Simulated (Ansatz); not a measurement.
HfO₂ (fluorite, Fm-3m), DFT-LDA in the program Ansatz with PAW potentials. The conduction-band minimum lies at X, with 3 equivalent valleys. Second derivatives d²E/dk² of the lowest band at one valley (eV·Å²), along Cartesian directions:

```tsv
direction	d²E/dk²
[100]	6.985
[010]	11.15
[001]	11.15
[110]	9.069
[101]	9.069
[011]	11.15
```

Q: Find the principal effective masses, the density-of-states mass and the conductivity mass.

A: Off-diagonal terms follow from H_xy = H[110] − (H_xx + H_yy)/2, and m*/mₑ = 7.620 eV·Å² over each eigenvalue: 0.68, 0.68, 1.1. One valley's DOS mass (m₁m₂m₃)^(1/3) = 0.80, conductivity mass 3/(Σ 1/mᵢ) = 0.78 mₑ.

Q: What effective density of states Nc follows at 300 K for parabolic valleys?

A: Nc = 2.509e19 × 3 × (0.80)^(3/2) ≈ 5.4e19 cm⁻³.

Q: With the computed static dielectric constant 34.8 (mean of the diagonal), estimate a hydrogenic donor's binding energy and radius.

A: E = 13.606 eV × 0.78/34.8² ≈ 8.8 meV; a = 0.529 Å × ε/m* ≈ 24 Å. Semilocal masses tend to be too small where the gap is.

This is a known high-temperature phase of the composition, computed here at zero pressure and temperature. Symmetry was held in the LDA relaxation. At this level the phase is dynamically unstable (imaginary phonons). No spin polarisation was allowed. Scalar-relativistic: spin–orbit coupling is off unless named, which matters more the heavier the elements.

Potentials: the earlier of the program's two PAW sets.
